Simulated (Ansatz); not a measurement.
BaHfO₃ (cubic perovskite), relaxed with HSE06 (Ansatz, a first-principles code, plane waves, PAW): a = 4.1748 Å, b = 4.1748 Å, c = 4.1748 Å, α = 90.00°, β = 90.00°, γ = 90.00°.

gap (eV): 5.18
B₀ by P(V) fit (GPa): 170

**Question.** The same phase is relaxed and computed with r²SCAN in the same code. What are the cell and these values now?

**Answer.** a = 4.1771 Å, b = 4.1771 Å, c = 4.1771 Å, α = 90.00°, β = 90.00°, γ = 90.00°.

- gap (eV) = 4.19
- B₀ by P(V) fit (GPa) = 171

All cells were relaxed under the symmetry of their starts (and spin orders); stability against distortions was not tested throughout. Rows with no word on spin ran without spin polarisation. Spin–orbit coupling is left out wherever it is not named.

Potentials: the later of the program's two PAW sets.

Ansatz is a plane-wave DFT program.
